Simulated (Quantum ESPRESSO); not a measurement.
Inputs of pw.x and gipaw.x (a modified build of Quantum ESPRESSO, PBE) for SiS2; the starting potential comes from an earlier run on another mesh:

```
&CONTROL
  calculation = 'scf'
  prefix = 'x'
  pseudo_dir = './pseudo'
  outdir = './out'
  tprnfor = .true.
/
&SYSTEM
  ibrav = 0
  nat = 6
  ntyp = 2
  ecutwfc = 40
  ecutrho = 160
  occupations = 'fixed'
  nbnd = 16
/
&ELECTRONS
  conv_thr = 1e-11
  startingpot = 'file'
/
ATOMIC_SPECIES
Si 28.085 Si.GGA_PBE-JTH.UPF
S 32.060 S.GGA_PBE-JTH.UPF
CELL_PARAMETERS angstrom
   -2.874690000000     4.910450000000     2.774355000000
    2.874690000000    -4.910450000000     2.774355000000
    2.874690000000     4.910450000000    -2.774355000000
ATOMIC_POSITIONS crystal
Si     0.750000000000     0.750000000000     0.000000000000
Si     0.250000000000     0.250000000000     0.000000000000
S      0.884750000000     0.798560000000     0.683310000000
S      0.115250000000     0.201440000000     0.316690000000
S      0.615250000000     0.298560000000     0.913810000000
S      0.384750000000     0.701440000000     0.086190000000
K_POINTS automatic
5 5 5 1 1 1
```

```
&INPUTGIPAW
  job = 'nmr'
  prefix = 'x'
  tmp_dir = './out/'
  restart_mode = 'from_scratch'
  pawproj(1) = .true.
  pawproj(2) = .true.
  use_nmr_macroscopic_shape = .false.
/
```

Geometry: a computed entry of the Materials Project; it was not checked against measured cells. It is SiS2 in Ibam; whether this form has been observed was not checked. Stability against distortions was not tested. Forces on the atoms reach 0.21 eV/Å at this level.

**Question.** What does gipaw.x print for the total shieldings?

**Answer.** 
```
     f-sum rule (should be   -35.5121):
           -35.5153         -0.0000         -0.0000
             0.0000        -35.5152          0.0000
            -0.0000          0.0000        -35.5136

     Total NMR chemical shifts in ppm: ---------------------------------------
     (adopting the Simpson convention for anisotropy and asymmetry)-----------

     Atom  1  Si  pos: (  0.000000  0.000000  0.657393)  Total sigma:         339.50
           383.3909         -0.0000          0.0000
             0.0000        393.9014          0.0000
            -0.0000         -0.0000        241.2124

     Si      1    anisotropy:   -147.43    eta:    0.1069

     Atom  2  Si  pos: (  0.000000  0.000000  0.219131)  Total sigma:         339.50
           383.3909          0.0000         -0.0000
             0.0000        393.9014          0.0000
            -0.0000          0.0000        241.2124

     Si      2    anisotropy:   -147.43    eta:    0.1069

     Atom  3  S   pos: (  0.271159  0.596900  0.438262)  Total sigma:         400.01
           389.8001        149.9670          0.0000
           144.0083        383.0364         -0.0000
            -0.0000         -0.0000        427.2070

     S       3    anisotropy:   -240.93    eta:    0.6614

     Atom  4  S   pos: (  0.182953  0.178799  0.000000)  Total sigma:         400.01
           389.8001        149.9670          0.0000
           144.0083        383.0364          0.0000
            -0.0000         -0.0000        427.2070

     S       4    anisotropy:   -240.93    eta:    0.6614

     Atom  5  S   pos: (  0.271159  0.954497  0.000000)  Total sigma:         400.01
           389.8001       -149.9670          0.0000
          -144.0083        383.0364         -0.0000
             0.0000         -0.0000        427.2070

     S       5    anisotropy:   -240.93    eta:    0.6614

     Atom  6  S   pos: (  0.182953 -0.178799  0.438262)  Total sigma:         400.01
           389.8001       -149.9670         -0.0000
          -144.0083        383.0364         -0.0000
            -0.0000         -0.0000        427.2070

     S       6    anisotropy:   -240.93    eta:    0.6614
```
The printed anisotropy is 3/2 (σ_33 − σ_iso) in the program's own order; the axes are left out here. Anisotropies that symmetry doesn't fix are less certain than the isotropic values. These are absolute shieldings with no macroscopic susceptibility term; δ = σ_ref − σ needs a reference computed alike. By our sweeps, such settings leave a few ppm in absolute σ. No d partial waves on Si, S: the paramagnetic term there is incompletely reconstructed. Static lattice: thermal averaging is not included.
